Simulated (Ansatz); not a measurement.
Here is the system:

BAs:
```xyz
2
Lattice="2.9029 0.0000 0.0000 0.0000 2.9029 0.0000 0.0000 0.0000 2.9029" Properties=species:S:1:pos:R:3 pbc="T T T"
B      0.0000     0.0000     0.0000
As     1.4514     1.4514     1.4514
```

This is the PBEsol-relaxed structure.

Question: All from DFT-PBEsol in the program Ansatz with PAW potentials, unless another level is named. Give the bulk modulus (Birch–Murnaghan fit).

Answer: 115 GPa.

Question: And the elastic constants (relaxed ions, GPa)?

Answer: C11 = 145, C12 = 102, C44 = -21.0.

Space group Pm-3m (CsCl type). The start of the workflow was typed in or built on a structure type; neither database checked (COD, Materials Project) lists it. It is not the phase usual at ambient conditions (space group No. 216). Symmetry was held in the PBEsol relaxation. At this level the phase is dynamically unstable (imaginary phonons). The volume moved by 26 % from the start of the relaxation. Its formation energy is positive at this level, so the cell may be metastable or incomplete. As this level gives no gap, shear constants depend on the k-mesh and smearing (Fermi–Dirac, 0.1 eV here). On the denser mesh and wider smearing of the elastic run this cell carries a stress of 0.3 GPa.

Potentials: the later of the program's two PAW sets.
